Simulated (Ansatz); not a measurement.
# NaH3C4O5: 17O NMR of the central transition

Cell: a measured structure from the Crystallography Open Database (COD), its atoms then relaxed with PBE in this cell.

Space group Pc (No. 7); a = 3.6239, b = 8.1320, c = 9.3920 Å, β = 97.97°.

```
site  Wyckoff  site symmetry       x       y       z
  Na       2a              1  0.4600  0.1362  0.3566
  H3       2a              1  0.9206  0.0372  0.1328
  H5       2a              1  0.8827  0.2287  0.1292
  H7       2a              1  0.7235  0.4952  0.9759
  C9       2a              1  0.3222  0.5551  0.2800
 C11       2a              1  0.0771  0.5600  0.1461
 C13       2a              1  0.0898  0.7379  0.1391
 C15       2a              1  0.3338  0.7394  0.2828
 O17       2a              1  0.9056  0.1346  0.1949
 O19       2a              1  0.4728  0.4418  0.3602
 O21       2a              1  0.9092  0.4455  0.0647
 O23       2a              1  0.9587  0.8441  0.0497
 O25       2a              1  0.4796  0.8445  0.3661
```

One atom of each set is listed.

Method: Kohn–Sham DFT in Ansatz, PBE, plane waves and PAW, scalar-relativistic, 420 eV cutoff, Γ-centred 8×4×4 k-points, Fermi–Dirac smearing 0.05 eV.

17O has I = 5/2 and Q = -25.58 mb (Pyykkö 2018); at 14.1 T its Larmor frequency is ν₀ = 81.4 MHz. Only the quadrupole interaction is simulated: positions count from each site's isotropic chemical shift, and J coupling is left out, as are shift anisotropy and dipolar coupling, which fast spinning averages.

Task: Simulate the second-order pattern (fast magic-angle spinning, Gaussian broadening 0.4 kHz) of site O25 (1 C at 1.23 Å; also 1 Na at 2.37 Å).

Result: The calculation gives C_Q = 8.88 MHz and η = 0.09, so ν_Q = 1.33 MHz and the centre of gravity lies at -71.6 ppm (-5.83 kHz).

| offset (kHz) | height |
| --- | --- |
| -15.09 | 0 |
| -14.48 | 4 |
| -13.87 | 6 |
| -13.26 | 6 |
| -12.64 | 7 |
| -12.03 | 7 |
| -11.42 | 7 |
| -10.81 | 7 |
| -10.19 | 8 |
| -9.58 | 24 |
| -8.97 | 82 |
| -8.36 | 70 |
| -7.75 | 52 |
| -7.13 | 47 |
| -6.52 | 45 |
| -5.91 | 44 |
| -5.30 | 45 |
| -4.68 | 47 |
| -4.07 | 51 |
| -3.46 | 60 |
| -2.85 | 87 |
| -2.24 | 100 |
| -1.62 | 28 |
| -1.01 | 0 |

The entry's hydrogen positions were far off; the other atoms hardly move on relaxation.

The relaxation (13 steps) took 11 min of wall time (21 min of CPU time) and 1.3 GiB at its peak, on 2 threads of Arm Neoverse V1 (aarch64; 8 cores open to the job, memory cap 5.0 GiB, no GPU), a shared host with a load of 0.7 a core.
